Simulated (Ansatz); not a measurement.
A: EuO (rock salt), a = 5.062 Å, b = 5.062 Å, c = 5.062 Å, α = 90.00°, β = 90.00°, γ = 90.00°
B: AlNi (CsCl type), a = b = c = 2.8930 Å, α = β = γ = 90.00°
C: KTaO$_{3}$ (cubic perovskite), a = b = c = 4.0244 Å, α = β = γ = 90.00°

Scan: energy against volume (even scaling of the relaxed cell, symmetry kept). One method and one kind of scan serve all of them; meshes and ranges differ. AlNi is run without spin polarisation. All were relaxed with their symmetry unable to fall. EuO is run spin-polarised and with no Hubbard U. KTaO3 is run without spin polarisation. Relaxed EuO ends ferromagnetic. Spin-orbit coupling is left out. The magnetic order is the one the run started from; other orders were not tried. (This holds for the magnetic or f-shell members.) The filling of the f shell was not checked against other fillings, so treat energies with care. (This holds for the magnetic or f-shell members.)

Q: Put the candidates in order of bulk modulus (fitted), lowest first, for PBE (plane waves to 420 eV, PAW, scalar-relativistic; Ansatz, a quantum-chemistry and plane-wave program).

A: A (95.9 GPa), B (159 GPa), C (188 GPa)

(A scan under strain: stresses follow from slopes of the energy per volume, elastic moduli from its curvatures.)
